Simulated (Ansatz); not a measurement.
KTlO2:
```cif
data_K3O6Tl3
_chemical_formula_sum 'K3 Tl3 O6'
_space_group_name_H-M_alt 'R-3m :H'
_space_group_IT_number 166
_space_group_name_Hall '-R 3 2"'
_cell_length_a 3.44905
_cell_length_b 3.44905
_cell_length_c 18.30104
_cell_angle_alpha 90.000
_cell_angle_beta 90.000
_cell_angle_gamma 120.000
loop_
_atom_site_label
_atom_site_type_symbol
_atom_site_symmetry_multiplicity
_atom_site_Wyckoff_symbol
_atom_site_fract_x
_atom_site_fract_y
_atom_site_fract_z
_atom_site_occupancy
K1 K 3 b 0.00000 0.00000 0.50000 1
Tl1 Tl 3 a 0.00000 0.00000 0.00000 1
O1 O 6 c 0.00000 0.00000 0.26804 1
```
(The calculation used a cell of 4 atoms; values per cell refer to that cell.)

This is the r²SCAN-relaxed structure.

### Question
All from DFT-r²SCAN in the program Ansatz with PAW potentials, unless another level is named. Predict the HSE06 gap on the r²SCAN cell.

### Answer
2.08 eV.

### Question
Predict the hole effective mass with spin–orbit coupling.

### Answer
0.76, 0.76, 3.9 mₑ (principal values).

### Question
Next, the formation energy from the elements (no fitted shifts)?

### Answer
-1.16 eV/atom.

### Question
What about the conduction-band minimum?

### Answer
at Γ.

### Question
Predict the weight of the valence-edge state by species (Voronoi cells).

### Answer
O 89 %, Tl 10 %.

The workflow started from a Materials Project entry (that database holds measured and hypothetical structures alike); the Crystallography Open Database copy checked does not list it. Its standing as an ambient phase is unchecked. The r²SCAN relaxation kept the symmetry of its start; whether a distortion lowers the energy is not shown. The references are the lowest solids computed at this level, not always the standard phases (solids in place of the gases). Scalar-relativistic: spin–orbit coupling is off unless named, which matters more the heavier the elements.

Potentials: the later of the program's two PAW sets.
